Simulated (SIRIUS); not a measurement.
Parameter sweep on Al2Ru (Fddd, 6 atoms in the cell; from Materials Project mp-10910)

```
Al2Ru
1.0
    0.00000     3.98983     4.39152
    2.35248     0.00000     4.39152
    2.35248     3.98983     0.00000
Al Ru
4 2
Direct
  0.07906   0.42094   0.07906
  0.42094   0.07906   0.42094
  0.17094   0.82906   0.17094
  0.82906   0.17094   0.82906
  0.75000   0.75000   0.75000
  0.50000   0.50000   0.50000
```

Base run A: PBEsol, GBRV PBEsol ultrasoft pseudopotentials (SIRIUS), self-consistent single point.

Its settings: parameters.ngridk = 5 5 5; parameters.xc_functionals = [XC_GGA_X_PBE_SOL, XC_GGA_C_PBE_SOL]; parameters.gk_cutoff = 6.325 1/bohr; parameters.pw_cutoff = 14.143 1/bohr; parameters.shiftk = 1 1 1; parameters.smearing = fermi_dirac; parameters.smearing_width = 0.00367493 Ha; potentials = GBRV PBEsol ultrasoft pseudopotentials; parameters.electronic_structure_method = pseudopotential; parameters.num_bands = 26; parameters.num_mag_dims = 0; parameters.num_dft_iter = 100; parameters.energy_tol = 1e-07 Ha; parameters.density_tol = 1e-06; mixer.type = anderson; mixer.beta = 0.7; mixer.use_hartree = false.

The structure comes from a collection of computed structures, made at another level of theory; the collection holds predicted forms beside known ones.

Absolute energies have different zeros for different potentials, functionals, Hubbard and dispersion terms and are not compared across them.

Run A gave: pressure (GPa) -0.69; largest force (eV/Å) 0.011.

Runs:
- B: parameters.xc_functionals: [XC_GGA_X_PBE_SOL, XC_GGA_C_PBE_SOL] → [XC_GGA_X_AM05, XC_GGA_C_AM05]; pseudopotentials: GBRV PBEsol ultrasoft pseudopotentials → GBRV PBE ultrasoft pseudopotentials [AM05]
- C: parameters.xc_functionals: [XC_GGA_X_PBE_SOL, XC_GGA_C_PBE_SOL] → [XC_LDA_X, XC_LDA_C_PZ]; pseudopotentials: GBRV PBEsol ultrasoft pseudopotentials → GBRV LDA ultrasoft pseudopotentials [LDA (Perdew-Zunger)]
- D: parameters.xc_functionals: [XC_GGA_X_PBE_SOL, XC_GGA_C_PBE_SOL] → [XC_GGA_X_WC, XC_GGA_C_PBE]; pseudopotentials: GBRV PBEsol ultrasoft pseudopotentials → GBRV PBE ultrasoft pseudopotentials [Wu-Cohen GGA]

**Question.** What does run C change against A?

**Answer.** The pressure goes from -0.69 to -4.66 GPa and the largest force goes from 0.011 to 0.045 eV/Å.

**Question.** What does run D change against A?

**Answer.** The pressure goes from -0.69 to 0.03 GPa and the largest force moves little (0.011 to 0.007 eV/Å).

**Question.** What does run B change against A?

**Answer.** The pressure goes from -0.69 to -1.01 GPa and the largest force goes from 0.011 to 0.002 eV/Å.

```csv
run,pressure (GPa),largest force (eV/Å)
A,-0.69,0.011
B,-1.01,0.002
C,-4.66,0.045
D,0.03,0.007
```

Some of these runs use potentials made for another functional than their own.
